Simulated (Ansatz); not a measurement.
LiH built on the rocksalt prototype, relaxed with r2SCAN: 5 runs in Ansatz 0.2.0, each a construction of maximally localised Wannier functions. The symmetry is Fm-3m (No. 225, cubic); conventional cell a = 4.006 Å, 8.04 Å³ an atom. Around Li lie 6 H at 2.00 Å; around H lie 6 Li at 2.00 Å. No spin polarisation and no zero-point or thermal motion.

```yaml
crystal:
  lattice:
    - [0.00000, 2.00299, 2.00299]
    - [2.00299, 0.00000, 2.00299]
    - [2.00299, 2.00299, 0.00000]
  atoms:
    - { symbol: Li, position: [0.00000, 0.00000, 0.00000] }
    - { symbol: H, position: [0.50000, 0.50000, 0.50000] }
```

Windows count from the top of the filled bands; a dash means that no such window was set (without an outer window there is no disentanglement).

```tsv
functional	SCF mesh	trial orbitals	functions	mesh	window (eV)	frozen (eV)	Ω total (Å²)	Ω invariant (Å²)	largest spread (Å²)	least projectability	interpolation miss of the model's filled bands (eV, to the nearest computed level)
PBE	8×8×8	H s	1	8×8×8	–	–	1.36	1.36	1.36	0.92	0.052
PBE	8×8×8	H s	1	6×6×6	–	–	1.29	1.29	1.29	0.92	0.110
PBE	8×8×8	H s	1	10×10×10	–	–	1.39	1.39	1.39	0.91	0.022
r2SCAN	8×8×8	H s	1	8×8×8	–	–	1.28	1.28	1.28	0.94	0.038
HSE06	8×8×8	H s	1	8×8×8	–	–	1.30	1.30	1.30	0.93	–
```

A dash in the last column means that the miss wasn't evaluated.

For H s with PBE the spread goes 1.29 Å² (6×6×6), 1.36 Å² (8×8×8), 1.39 Å² (10×10×10): finite differences on a coarse mesh understate it.
